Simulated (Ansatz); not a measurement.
A geometry of InSe away from equilibrium: step 5 of the relaxation of a generated cell, InSe built in the AFLOW prototype AB_hP8_186_ab_ab (B5, as in SiC). Calculation: r2SCAN (plane waves to 500 eV, PAW, scalar-relativistic; Ansatz, an electronic-structure program). Γ-centred k-mesh 6×6×2 on the run's cell (coarser than for final values), Fermi–Dirac smearing 0.05 eV. The plane waves were selected for a different cell earlier on the path.

```yaml
crystal:
  lattice:
    - [4.55128, 0.00000, 0.00000]
    - [-2.27564, 3.94153, 0.00000]
    - [0.00000, 0.00000, 15.46991]
  atoms:
    - { symbol: In, position: [0.00000, 0.00000, 0.99568] }
    - { symbol: In, position: [0.00000, 0.00000, 0.49568] }
    - { symbol: In, position: [0.66667, 0.33333, 0.75084] }
    - { symbol: In, position: [0.33333, 0.66667, 0.25084] }
    - { symbol: Se, position: [0.00000, 0.00000, 0.82169] }
    - { symbol: Se, position: [0.00000, 0.00000, 0.32169] }
    - { symbol: Se, position: [0.66667, 0.33333, 0.55742] }
    - { symbol: Se, position: [0.33333, 0.66667, 0.05742] }
```

Problem. What forces act on the atoms (eV/Å)?

Solution. 
| atom | Fx | Fy | Fz |
|---|---|---|---|
| In1 | 0.00 | 0.00 | -0.03 |
| In2 | 0.00 | 0.00 | -0.03 |
| In3 | 0.00 | 0.00 | -0.02 |
| In4 | 0.00 | 0.00 | -0.02 |
| Se5 | 0.00 | 0.00 | 0.35 |
| Se6 | 0.00 | 0.00 | 0.35 |
| Se7 | 0.00 | 0.00 | -0.29 |
| Se8 | 0.00 | 0.00 | -0.29 |

The path ends in P6₃mc (No. 186). No spin polarisation in the result.

The run could not lower the symmetry of its start; a shaken copy of this end point relaxes with r2SCAN to Cmc2₁ (No. 36) at a tolerance of 0.01 Å, P6₃mc (No. 186) at 0.1 Å, 13 meV/atom lower.

The end of the path is a generated cell of InSe: the first start was made by placing the elements on the sites of a structure type, and the end was not matched to a known phase here, so it may be hypothetical. Known forms of InSe include space group No. 194.
